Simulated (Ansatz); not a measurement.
Given:

AlCo:
```xyz
2
Lattice="2.8224 0.0000 0.0000 0.0000 2.8224 0.0000 0.0000 0.0000 2.8224" Properties=species:S:1:pos:R:3 pbc="T T T"
Co     0.0000     0.0000     0.0000
Al     1.4112     1.4112     1.4112
```

This is the PBEsol-relaxed structure.

Question: All from PBEsol (plane waves, PAW; program Ansatz), unless another level is named. Estimate the formation energy from the elements (no fitted shifts).

Answer: -0.62 eV/atom.

Question: Next, the density of states at the Fermi level?

Answer: 0.32 states/eV per atom (mean over ±0.08 eV).

Space group Pm-3m (CsCl type). Symmetry was held in the PBEsol relaxation. The workflow began spin-polarised and lost its moments. The references are the lowest solids computed at this level, not always the standard phases.

Potentials: the earlier of the program's two PAW sets. The files were generated under PBE; for other functionals the program regenerates the frozen cores, and for LDA and PBEsol the local potential too.
